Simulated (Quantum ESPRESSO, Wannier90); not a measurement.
Wannier functions of Si2W (P6₂22)

```
begin unit_cell_cart
ang
    4.6168498331    0.0000000000    0.0000000000
   -2.3084249165    3.9983092409    0.0000000000
    0.0000000000    0.0000000000    6.6532200000
end unit_cell_cart
begin atoms_frac
Si  -0.1636250000 -0.3272500000  0.5000000000
Si   0.1636250000 -0.1636250000 -0.1666666667
Si   0.3272500000  0.1636250000  0.1666666667
Si   0.1636250000  0.3272500000  0.5000000000
Si  -0.1636250000  0.1636250000 -0.1666666667
Si  -0.3272500000 -0.1636250000  0.1666666667
W    0.0000000000  0.5000000000  0.1666666667
W    0.5000000000  0.0000000000  0.5000000000
W    0.5000000000  0.5000000000 -0.1666666667
end atoms_frac
```

Structure: Materials Project mp-8939, symmetrised, not relaxed again. Not found in the COD (Crystallography Open Database) copy used, which has the formula in other groups; not checked further. Computed values, not measurements, from PBEsol: Quantum ESPRESSO (norm-conserving PseudoDojo potentials, cutoff 60 Ry, no spin polarisation, no spin-orbit coupling) on a Γ-centred 4×4×4 mesh, then Wannier90. Density: 12×12×6 mesh, cold smearing 0.01 Ry. Spin-orbit coupling is left out although heavy elements are present.

A tight-binding model is made by disentanglement and projection with no localisation steps (num_iter = 0), so the 51 orbitals stay atom-like: hydrogen-like Si: s;p; W: s;p;d, axes along x, y, z; frozen window up to 1.50 eV relative to the Fermi level. It follows pw.x to 23 meV rms for states up to 1.0 eV relative to the Fermi level. Matrix elements depend on this choice of orbitals and windows.

Task: What are the on-site energies relative to the Fermi level, and how fast do the hoppings decay?

Result: 
```
atom    orbitals  energy (eV)
----  ----------  -----------
Si1            s        -4.44
Si1           pz         1.91
Si1           px         1.98
Si1           py         1.93
Si2            s        -4.44
Si2           pz         1.91
Si2           px         1.94
Si2           py         1.97
Si3            s        -4.44
Si3           pz         1.91
Si3           px         1.94
Si3           py         1.97
Si4            s        -4.44
Si4           pz         1.91
Si4           px         1.98
Si4           py         1.93
Si5            s        -4.44
Si5           pz         1.91
Si5           px         1.94
Si5           py         1.97
Si6            s        -4.44
Si6           pz         1.91
Si6           px         1.94
Si6           py         1.97
W7             s         1.82
W7            pz         7.32
W7            px         7.18
W7            py         7.23
W7           dz2        -0.42
W7           dxz        -0.33
W7           dyz        -0.25
W7    dx2-y2 dxy        -0.37
W8             s         1.82
W8            pz         7.32
W8            px         7.26
W8            py         7.15
W8           dz2        -0.42
W8           dxz        -0.21
W8       dyz dxy        -0.36
W8        dx2-y2        -0.38
```

| distance of the centres (Å) | largest modulus (eV) |
|---|---|
| 2–3 | 3.1 |
| 3–4 | 0.94 |
| 4–5 | 0.53 |
| 5–6 | 1.0 |
| 6–7 | 0.62 |
